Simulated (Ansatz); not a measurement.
A geometry of FeNi away from equilibrium: the start of the relaxation of a generated cell, FeNi built in the AFLOW prototype AB_oP4_59_a_b (as in CuTe). All values below come from PBE (plane waves to 420 eV, PAW, scalar-relativistic; Ansatz, an electronic-structure program). Γ-centred k-mesh 13×10×6 on the run's cell (coarser than for final values), Fermi–Dirac smearing 0.05 eV.

```xyz
4
Lattice="2.5040 0.0000 0.0000 0.0000 3.2512 0.0000 0.0000 0.0000 5.5247" Properties=species:S:1:pos:R:3:forces:R:3 pbc="T T T" free_energy=-20634.628 pressure_GPa=64.2
Fe     0.0000     0.0000     0.2818    0.0000    0.0000    1.1549
Fe     1.2520     1.6256     5.2429    0.0000    0.0000   -1.1549
Ni     0.0000     1.6256     1.5303    0.0000    0.0000    7.7624
Ni     1.2520     0.0000     3.9944    0.0000    0.0000   -7.7624
```

Positions in Å, forces in eV/Å, free energy of the cell in eV (comparable only within this code, potentials and settings). Largest force: 7.76 eV/Å, on Ni3, Ni4 (atoms numbered as listed); the geometry lies 1.43 eV/atom above the end of its relaxation.

Spin-polarised start, with parallel moments on Fe, Ni.

Spin state reached: ferromagnetic (net 1.61 μB/atom), from parallel starting moments; other spin orders were not run from this start.

The run could not lose the symmetry of its start, so the end can be a saddle point.

The end of the path is a generated cell of FeNi: the first start was made by placing the elements on the sites of a structure type, and the end was not matched to a known phase here, so it may be hypothetical.
